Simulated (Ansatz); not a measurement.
# Kick test of a cell of Ru2S3

The structure comes from a generated guess, relaxed at this level; another structure or a mixture of phases may lie lower.

Theory: DFT PBE, scalar-relativistic, plane waves, PAW (Ansatz). Plane waves to 420 eV, a k mesh through Γ of 12×12×4 on the computed 5-atom cell and Gaussian smearing (0.10 eV); no spin polarisation.

The cell below (5 atoms, space group P-6m2 (No. 187)) is relaxed within its symmetry.

```
Ru S
1.0
     3.56388    0.00000    0.00000
    -1.78194    3.08641    0.00000
     0.00000    0.00000    7.43727
Ru S
2 3
Direct
  0.00000 0.00000 0.29791
  0.00000 0.00000 0.70209
  0.66667 0.33333 0.16605
  0.66667 0.33333 0.83395
  0.33333 0.66667 0.50000
```

For the test a repeat of it with 10 atoms (edges 3.56, 6.17, 7.44 Å) was strained at random (σ = 1.5 % a component), the atoms were moved at random (σ = 0.10 Å), and all was relaxed again on a coarse 6×4×4 mesh (in the run’s order of axes) with 0.20 eV smearing, with no symmetry imposed.

**Question.** Does it come back?

**Answer.** It returns, within 1 meV/atom of the unmoved cell on that mesh and with the same symmetry when read at 0.1 Å. No instability shows in this cell; modes of other wave vectors, which need another repeat, aren't tested.
